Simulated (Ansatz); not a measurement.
The start is a generated cell, Te2Mo placed in the marcasite structure type. The structure is fully relaxed (lattice and positions, P = 0) with PBE (plane waves to 420 eV, PAW, scalar-relativistic; Ansatz, a first-principles code). First-step values are on the input's coarse k-mesh.

Ansatz input (later rounds restart from its end on a renewed k-mesh):
Ansatz 0.2 input:
```yaml
crystal:
  lattice:
    - [5.859108, 0, 0]
    - [0, 7.150996, 0]
    - [0, 0, 4.464133]
  atoms:
    - { symbol: Mo, position: [0, 0, 0] }
    - { symbol: Mo, position: [0.5, 0.5, 0.5] }
    - { symbol: Te, position: [0.2004, 0.3787, 0] }
    - { symbol: Te, position: [0.7004, 0.1213, 0.5] }
    - { symbol: Te, position: [0.2996, 0.8787, 0.5] }
    - { symbol: Te, position: [0.7996, 0.6213, 0] }
basis: { ecutwfc: 420, ecutrho_ratio: 4, xc_grid: 2, fft_grid_basis: typed }
kpoints: { mp_grid: { grid: [4, 4, 5] } }
hamiltonian:
  xc: pbe
  dispersion: none
  pseudopotentials: { azcp: { folder: ./paw }, kind: paw }
scf: { occupations: { method: fermi_dirac, width: 0.05 } }
relax: { f_tol: 0.01, max_steps: 100, cell: { stress_tol: 0.02 } }
output: { forces: true, stress: true }
```

Initial pressure: -10 GPa (negative: the cell is under tension)
Largest initial force: about 1.3 eV/Å, on Te3, Te4, Te5, Te6 (atoms numbered as listed)
Outcome: The space group stays Pnnm (No. 58) (the run could not lower it); the end is AFLOW prototype AB2_oP6_58_a_g (as in Fe2C), with 6 atoms in the primitive cell
Shortest distances (start → end): The closest pairs of elements (up to four, under 3.6 Å), start → end: Mo–Te 2.95 → 2.69 Å; Te–Te 2.92 → 3.09 Å; Mo–Mo 4.46 → 3.50 Å
Optimiser moves: 13

Final values are on a 8×7×13 k-mesh of the relaxed cell. No spin polarisation in the result.

The run could not lose the symmetry of its start; a randomly shaken copy of 12 atoms returns to this structure.

The relaxed structure here is a generated cell of Te2Mo: the first start was made by placing the elements on the sites of a structure type, and the end was not matched to a known phase here, so it may be hypothetical. Known forms of Te2Mo include space group No. 194.
